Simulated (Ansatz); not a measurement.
Relaxed PbS (rock salt):

```yaml
crystal:
  lattice:
    - [0.00000, 5.97449, 5.97449]
    - [2.98725, 0.00000, 2.98725]
    - [2.98725, 2.98725, 0.00000]
  atoms:
    - { symbol: S, position: [0.00000, 0.00000, 0.00000] }
    - { symbol: S, position: [0.50000, 0.00000, 0.00000] }
    - { symbol: Pb, position: [0.25000, 0.50000, 0.50000] }
    - { symbol: Pb, position: [0.75000, 0.50000, 0.50000] }
```

A phonon eigenvector at L = (0.5, 0.0, 0.0) is frozen into this cell: atom i moves by Q times the vector below, so Q is the largest atomic displacement, in Å. The cell is held. It is one choice among 2 degenerate patterns. (q is in reciprocal vectors of the primitive cell; the cell shown is doubled to hold the pattern.)

```tsv
atom	x	y	z
Pb3	0.285	-0.520	0.805
Pb4	-0.285	0.520	-0.805
```

Atoms not listed stay in place.

Level of theory: r2SCAN (plane waves to 500 eV, PAW, scalar-relativistic; Ansatz, an electronic-structure program). k mesh 5×10×10 (Γ-centred), Fermi-Dirac smearing 0.05 eV. PbS was relaxed with its symmetry unable to fall. Spin-orbit coupling is left out, though Pb is heavy. 

```csv
Q (Å),−dE/dQ from forces (eV/Å)
-0.180,0.677
-0.150,0.556
-0.120,0.439
-0.090,0.326
-0.060,0.216
-0.030,0.108
0.000,0.000
0.030,-0.108
0.060,-0.216
0.090,-0.326
0.120,-0.439
0.150,-0.556
0.180,-0.677
```

### Question
What harmonic wavenumber does the curvature at Q = 0 give?

### Answer
48 cm⁻¹. E″ = 3.58 eV/Å², M = Σ mᵢ|uᵢ|² = 414.4 u, ν̃ = 521.5·√(|E″|/M).

(A displaced cell: forces are minus the slopes of the energy, force constants its curvatures, and phonons follow from these.)
